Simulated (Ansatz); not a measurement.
Input for Ansatz (plane-wave DFT, PAW):

```yaml
crystal:
  lattice:
    - [4.0090572189, 0.0, 0.0]
    - [0.0, 4.0090572189, 0.0]
    - [0.0, 0.0, 4.0090572189]
  atoms:
    - { symbol: Ca, position: [0.0, 0.0, 0.0] }
    - { symbol: Mg, position: [0.5, 0.5, 0.5] }
basis:
  ecutwfc: 500
kpoints:
  mp_grid: { grid: [10, 10, 10] }
hamiltonian:
  xc: r2scan
scf:
  occupations: { method: gaussian, width: 0.1 }
output:
  forces: true
  stress: true
  eigenvalues: true
```

It can be run as
```bash
ansatz run input.yaml --threads 1 --pin off --backend cpu --events-out ev --progress --plain --runs-dir out  # memory cap (--max-ram) not shown
```

Method: Ansatz 0.2.0, DFT r2SCAN, scalar-relativistic, plane waves, PAW.

From the run's log, abridged (final results; tables in files aren't shown):

```
SCF 1 converged in 6 iterations: F = -3748.242512 eV  dr2 = 1.61e-8
SCF converged after 6 iterations
Free energy (F): -3748.242512 eV
Harris-Foulkes:  -3748.242512 eV  (|F-HF|=1.03e-8)
Internal energy: -3748.231803 eV  (E = F + TS)
E sigma→0 (E₀):  -3748.237157 eV
Entropy (-TS):   -0.010709 eV (-5.355 meV/atom)
Fermi energy:    5.040460 eV
--- Per-component energies (eV) ---
  E_band       = -555.332125
  E_kinetic    = 349.506168
  E_local      = -2512.707534  (includes V_loc(G=0)·N_el)
  E_nonlocal   = 159.209750
  E_hartree    = 884.470440
  E_xc         = -161.156798
  E_vxc        = -229.377699  (∫ρ·V_xc dr)
  E_paw        = -1160.174908  (= ΣΔE_a)
  E_vpaw       = -104.954109  (= ΣTr[D̂ρ^β])
  E_aug_tail   = -0.000006  (compensation charges beyond the density's cutoff)
  E_vtau       = 14.050016  (kinetic-family band-sum trace: ∫τ·v_τ [+ j·A + Jᵃ·Aᵃ] dr)
  E_ewald      = -1307.132042
  E_core_change = -0.246873  (= ΣΔE_core)
  E_smearing   = -0.010709  (= −TS)
--- Forces (eV/Å), atoms counted from 1 ---
  atom   1  Ca     0.00000000     0.00000000     0.00000000
  atom   2  Mg     0.00000000     0.00000000     0.00000000
--- Stress (GPa, compression-positive) ---
       -0.699157       0.000000       0.000000
        0.000000      -0.699157       0.000000
        0.000000       0.000000      -0.699157
  P = ⅓ Tr σ = -0.6992 GPa (-6.992 kbar)
--- Band table (eV; the first three rows and the last of 56) ---
  k-point 0: bands = ["-73.7887", "-38.8852", "-38.8852", "-38.8852", "-38.2937", "-18.3817", "-18.3817", "-18.3817", "-0.2991", "6.2907", "6.2907", "9.2283", "9.2283", "9.2283"]
  k-point 1: bands = ["-73.7887", "-38.8853", "-38.8852", "-38.8852", "-38.2934", "-18.3879", "-18.3812", "-18.3812", "-0.1916", "6.0663", "6.3522", "8.6938", "8.6938", "9.0532"]
  k-point 2: bands = ["-73.7887", "-38.8857", "-38.8852", "-38.8852", "-38.2924", "-18.4041", "-18.3798", "-18.3798", "0.1267", "5.3644", "6.5262", "8.2446", "8.2446", "8.9906"]
  k-point 55: bands = ["-73.7887", "-38.8861", "-38.8861", "-38.8861", "-38.2833", "-18.4301", "-18.4301", "-18.4301", "4.8120", "4.8120", "4.8120", "6.6860", "7.8149", "7.8149"]
```

The run converged.